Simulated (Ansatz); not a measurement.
Input file for Ansatz (a quantum-chemistry and plane-wave program):

Ansatz 0.2 input:
```yaml
crystal:
  lattice:
    - [0.0, 2.6560217761, 2.6560217761]
    - [2.6560217761, 0.0, 2.6560217761]
    - [2.6560217761, 2.6560217761, 0.0]
  atoms:
    - { symbol: Co, position: [0.0, 0.0, 0.0] }
    - { symbol: Si, position: [0.25, 0.25, 0.25] }
    - { symbol: Si, position: [0.75, 0.75, 0.75] }
kpoints:
  mp_grid: { grid: [28, 28, 28] }
hamiltonian:
  xc: pbesol
  pseudopotentials: { kind: paw }
scf:
  occupations: { method: fermi_dirac, width: 0.1 }
elastic: { mode: relaxed_ion, stencil: two_point, amplitude: 0.005, f_tol: 0.0005 }
```

Output (shortened):

```
Pseudopotential: Co, paw, valence charge 17
Pseudopotential: Si, paw, valence charge 4
Functional definition: PBEsol
Crystal: 3 atoms, lattice volume = 37.474 Å³
Basis set: ecut = 420 eV, 725 PW (Γ), exchange–correlation on 54×54×54 points (8 copies of the dense FFT grid, shifted against one another)
Bands: 17, of which v1, the nominal top of the filled ones, is band 13 counted from 1 (12 counted from 0)
Symmetry: 48 space group operations
Space group: Fm-3m (ITA 225), of the structure as read, at distance tolerance 3.3e-5 Å
k-points: 624 of 21952
SCF 1 converged in 11 iterations: F = -6337.737058 eV  dr2 = 2.56e-15
Crystal: 3 atoms, lattice volume = 37.286 Å³
Symmetry: 16 space group operations
k-points: 1639 of 21952
SCF 2 converged in 10 iterations: F = -6337.736173 eV  dr2 = 1.96e-14
Crystal: 3 atoms, lattice volume = 37.661 Å³
SCF 3 converged in 8 iterations: F = -6337.736412 eV  dr2 = 8.81e-14
Crystal: 3 atoms, lattice volume = 37.473 Å³
Symmetry: 8 space group operations
k-points: 3060 of 21952
SCF 4 converged in 10 iterations: F = -6337.736594 eV  dr2 = 2.69e-14
relax step   1: F+E_penalty+E_count = -6337.73659364 eV  Δ(F+E_penalty+E_count) = +0.000e0 eV  max|allowed force component| = 4.717e-2 eV/Å  Δτ_max = 0.0000 Å  (10 SCF iters, accepted)
Crystal: 3 atoms, lattice volume = 37.473 Å³
SCF 5 converged in 7 iterations: F = -6337.736701 eV  dr2 = 3.97e-14
relax step   2: F+E_penalty+E_count = -6337.73670081 eV  Δ(F+E_penalty+E_count) = -1.072e-4 eV  max|allowed force component| = 3.060e-2 eV/Å  Δτ_max = 0.0014 Å  (7 SCF iters, accepted)
Crystal: 3 atoms, lattice volume = 37.473 Å³
SCF 6 converged in 8 iterations: F = -6337.736779 eV  dr2 = 3.93e-14
relax step   3: F+E_penalty+E_count = -6337.73677868 eV  Δ(F+E_penalty+E_count) = -7.788e-5 eV  max|allowed force component| = 6.813e-6 eV/Å  Δτ_max = 0.0025 Å  (8 SCF iters, accepted)
Crystal: 3 atoms, lattice volume = 37.473 Å³
SCF 7 converged in 14 iterations: F = -6337.736779 eV  dr2 = 6.05e-16
Crystal: 3 atoms, lattice volume = 37.473 Å³
SCF 8 converged in 10 iterations: F = -6337.736594 eV  dr2 = 2.67e-14
relax step   1: F+E_penalty+E_count = -6337.73659364 eV  Δ(F+E_penalty+E_count) = +0.000e0 eV  max|allowed force component| = 4.717e-2 eV/Å  Δτ_max = 0.0000 Å  (10 SCF iters, accepted)
Crystal: 3 atoms, lattice volume = 37.473 Å³
SCF 9 converged in 8 iterations: F = -6337.736779 eV  dr2 = 5.46e-14
relax step   2: F+E_penalty+E_count = -6337.73677868 eV  Δ(F+E_penalty+E_count) = -1.850e-4 eV  max|allowed force component| = 3.671e-6 eV/Å  Δτ_max = 0.0039 Å  (8 SCF iters, accepted)
Crystal: 3 atoms, lattice volume = 37.473 Å³
SCF 10 converged in 13 iterations: F = -6337.736779 eV  dr2 = 2.93e-18
SCF converged after 11 iterations
Free energy (F): -6337.737058 eV
Harris-Foulkes:  -6337.737058 eV  (|F-HF|=0.00e0)
Internal energy: -6337.702793 eV  (E = F + TS)
E sigma→0 (E₀):  -6337.719925 eV
Entropy (-TS):   -0.034265 eV (-11.422 meV/atom)
Fermi energy:    13.185048 eV
--- Per-component energies (eV) ---
  E_band       = -276.901038
  E_kinetic    = 549.757621
  E_local      = -4069.270743  (includes V_loc(G=0)·N_el)
  E_nonlocal   = 503.771843
  E_hartree    = 1770.192949
  E_xc         = -272.867501
  E_vxc        = -305.936481  (∫ρ·V_xc dr)
  E_paw        = -2481.866976  (= ΣΔE_a)
  E_vpaw       = -495.609253  (= ΣTr[D̂ρ^β])
  E_aug_tail   = 0.000074  (compensation charges beyond the density's cutoff)
  E_ewald      = -2337.671601
  E_core_change = 0.251541  (= ΣΔE_core)
  E_smearing   = -0.034265  (= −TS)
  E_closure    = 0.000000  (closes the sum)
  Σ components = -6337.737058   (vs F -6337.737058, Δ=0.00e0)
--- Forces (eV/Å), atoms counted from 1 ---
  atom   1  Co     0.00000000     0.00000000     0.00000000
  atom   2  Si     0.00000000     0.00000000     0.00000000
  atom   3  Si     0.00000000     0.00000000     0.00000000
  max |Σ_I F_I| component: 4.63e-17 eV/Å
--- Stress (GPa, compression-positive) ---
        0.094976       0.000000       0.000000
        0.000000       0.094976       0.000000
        0.000000       0.000000       0.094976
  P = ⅓ Tr σ = 0.0950 GPa (0.950 kbar)
--- Band table (eV; the first three rows and the last of 624) ---
  k-point 0: bands = ["-81.3101", "-44.7701", "-44.7701", "-44.7701", "-0.1408", "8.9807", "8.9807", "8.9807", "11.1930", "11.1930", "14.2049", "16.5968", "16.5968", "16.5968", "16.7293", "16.7293", "16.7293"]
  k-point 1: bands = ["-81.3101", "-44.7701", "-44.7701", "-44.7701", "-0.1210", "8.9331", "8.9879", "8.9879", "11.1865", "11.1865", "14.2253", "15.9924", "16.3249", "16.3249", "17.0125", "17.0125", "17.3466"]
  k-point 2: bands = ["-81.3101", "-44.7702", "-44.7701", "-44.7701", "-0.0616", "8.7939", "9.0091", "9.0091", "11.1681", "11.1681", "14.2514", "15.3983", "16.0059", "16.0059", "17.3550", "17.3550", "18.0092"]
  k-point 623: bands = ["-81.3101", "-44.7720", "-44.7720", "-44.7711", "4.9996", "4.9996", "6.9613", "7.0652", "10.8021", "10.8021", "11.1447", "11.6704", "12.4854", "16.9444", "16.9444", "18.9733", "19.8619"]
--- Elastic constants: 2 strain directions × 2 members + reference (group order 48) ---
  dense FFT box of the reference and of every strained cell: 27×27×27
  strains applied: 11, 23; error gains: componentwise 1.00 (the most a stress slope's error grows in a printed constant), spectral 1.73 (1 for all six strains …
  C = ∂σ_k/∂η_j (tension-positive GPa; Voigt order 11 22 33 23 13 12):
       262.079    160.632    160.632      0.000      0.000      0.000
       160.632    262.079    160.632      0.000      0.000      0.000
       160.632    160.632    262.079      0.000      0.000      0.000
         0.000      0.000      0.000     95.446      0.000      0.000
         0.000      0.000      0.000      0.000     95.446      0.000
         0.000      0.000      0.000      0.000      0.000     95.446
  reference stress σ⁰ (GPa):     -0.095     -0.095     -0.095      0.000      0.000      0.000
  moduli (Voigt/Reuss/Hill, GPa): K = 194.45/194.45/194.45   G = 77.56/70.56/74.06   E = 197.15   ν = 0.331
  mechanically stable: yes (min eigenvalue of sym C = 95.45 GPa)
  strain η (Voigt 11):  stress-route row diagonal C_11 = 262.08 GPa, energy-path curvature d²(F+E_count+ΔE)/dδ²/Ω₀ = 261.92 GPa
         δ    σ_11 (GPa)             F (eV)   n_scf  n_hpsi   n_pw
    -5.000e-3      -1.4301       -6337.7361730      10  597465    746   relax 0 steps, max|allowed force component| 1.11e-16 eV/Å
     5.000e-3       1.1906       -6337.7364122       8  476555    754   relax 0 steps, max|allowed force component| 1.11e-16 eV/Å
  strain η (Voigt 23):  stress-route row diagonal C_44 = 95.45 GPa, energy-path curvature d²(F+E_count+ΔE)/dδ²/Ω₀ = 95.36 GPa
         δ    σ_23 (GPa)             F (eV)   n_scf  n_hpsi   n_pw
    -5.000e-3      -0.4772       -6337.7367787      14  1122690    750   relax 3 steps, max|allowed force component| 6.81e-6 eV/Å
     5.000e-3       0.4772       -6337.7367787      13  1068865    750   relax 2 steps, max|allowed force component| 3.67e-6 eV/Å
```

Cost: around 18 core-minutes (rough) on shared cores.

Symmetry was held in the PBEsol relaxation. The run is not spin-polarised. As this level gives no gap, shear constants depend on the k-mesh and smearing (Fermi–Dirac, 0.1 eV here).

Potentials: the later of the program's two PAW sets.

Ansatz is a plane-wave DFT program.
